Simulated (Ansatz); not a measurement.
The start is a generated cell, Zr built in the beta-Sn structure type. A full variable-cell relaxation at zero pressure is run with r2SCAN (plane waves to 500 eV, PAW, scalar-relativistic; Ansatz, a quantum-chemistry and plane-wave program). The first steps use a coarse 12×12×12 k-mesh.

Initial structure:
```
CELL_PARAMETERS angstrom
     -2.81752     2.81752     1.53727
      2.81752    -2.81752     1.53727
      2.81752     2.81752    -1.53727
ATOMIC_POSITIONS crystal
  Zr 0.75000 0.25000 0.50000
  Zr 0.00000 0.00000 0.00000
```

Q: How large is the pressure on the unrelaxed cell, and of which sign?

A: -3.1 GPa (negative: the cell is under tension).

Q: By how much does the energy per atom fall from start to end?

A: 0.01 eV/atom.

Q: How does the volume change?

A: -4.2 %, from 24.41 to 23.38 Å³/atom.

Q: How do the shortest distances between atoms change?

A: The closest pairs of elements (up to four, under 3.6 Å), start → end: Zr–Zr 2.92 → 2.86 Å.

Q: Give the final cell and atomic positions.

A: 
Space group I4₁/amd, origin choice 1 (No. 141); a = b = 5.5040 Å, c = 3.0865 Å, α = β = γ = 90.00°

```json
[
 {"atom": "Zr", "site": "4a", "symmetry": "-4m2", "x": "0.0000", "y": "0.0000", "z": "0.0000"}
]
```
(The calculation used a cell of 2 atoms; values per cell refer to that cell.)

The space group stays I4₁/amd (No. 141) (the run could not lower it); the end is AFLOW prototype A_tI4_141_a (A5, as in Sn), with 2 atoms in the primitive cell. Final values are on a 17×17×17 k-mesh of the relaxed cell. No spin polarisation in the result.

The run could not lose the symmetry of its start, so the end can be a saddle point.

All atoms sit on sites fixed by symmetry, so only the cell could relax.

The relaxed structure here is a generated cell of Zr: the first start was made by placing the elements on the sites of a structure type, and the end was not matched to a known phase here, so it may be hypothetical. Known forms of Zr include space group No. 194.
